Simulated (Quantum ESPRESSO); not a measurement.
# Where does C sit best among Si sites?

Calculated results; nothing here was measured. They come from pw.x of Quantum ESPRESSO 7.5, a plane-wave density functional program, with PseudoDojo standard norm-conserving files (v0.5 for PBE, v0.4.1 for LDA and PBEsol). The cells are made up: elements, strain and atom displacements were drawn at random, and nothing was relaxed. There is no spin polarisation, spin-orbit coupling or dispersion term.

The cell has 8 sites of a zincblende or diamond lattice. Sites 1 to 4 hold Si Ge Si Si; sites 5 to 8 hold X X X X. Cell vectors in Å: (5.659, -0.089, 0.004); (-0.089, 5.721, 0.046); (0.004, 0.046, 5.626). Settings: PBE, cutoff 1116 eV, 6 x 6 x 6 k mesh shifted by half a step, Fermi-Dirac smearing of 0.1 eV.

In each run one of the sites marked X holds C and the others hold Si; cell and positions stay the same. E is the free energy of the cell.

```
site of the guest,first shell,mean distance (Å),E above the lowest (eV),P (GPa),force on the guest (eV/Å)
5,GeSi3,2.482,0.483,-10.96,0.271
6,GeSi3,2.471,0.417,-11.11,0.442
7,GeSi3,2.456,0.311,-11.34,0.388
8,GeSi3,2.412,0.000,-12.05,0.677
```

A rerun of one of these cells at 1347 eV and k mesh 8 x 8 x 8 moved values by no more than 0.003 eV in the cell's energy, 0.02 GPa in stress and 0.007 eV/Å in force.

## Reading the table

Site 8 is lowest, by 0.311 eV, over three times the rerun's bound. A straight line of energy against the mean distance has a slope of 7.0 ± 0.2 eV/Å, so the guest costs less on the tighter sites. The positions are random and not relaxed, so the differences hold for this frozen cell and are not site preferences of a real crystal.